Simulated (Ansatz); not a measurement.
Ta₂N:
```
CELL_PARAMETERS angstrom
      3.07495     0.00000     0.00000
     -1.53747     2.66298     0.00000
      0.00000     0.00000     4.89145
ATOMIC_POSITIONS crystal
  N  0.00000 0.00000 0.00000
  Ta 0.33333 0.66667 0.25650
  Ta 0.66667 0.33333 0.74350
```

This is the r²SCAN-relaxed structure.

Q: All from r²SCAN in the plane-wave PAW code Ansatz, unless another level is named. Give the electronic character.

A: metallic (no gap).

Q: Predict the formation energy from the elements (no fitted shifts).

A: -0.91 eV/atom.

Q: Give the gap with spin–orbit coupling.

A: none (metallic).

Space group P-3m1 (anti-CdI2 type). The r²SCAN relaxation kept the symmetry of its start. No spin polarisation was allowed. The volume moved by 19 % from the start of the relaxation. With an odd number of electrons in the cell and no spin polarisation, the count alone makes it a metal. The references are the lowest solids computed at this level, not always the standard phases (solids in place of the gases). Scalar-relativistic: spin–orbit coupling is off unless named, which matters more the heavier the elements.

Potentials: the later of the program's two PAW sets.
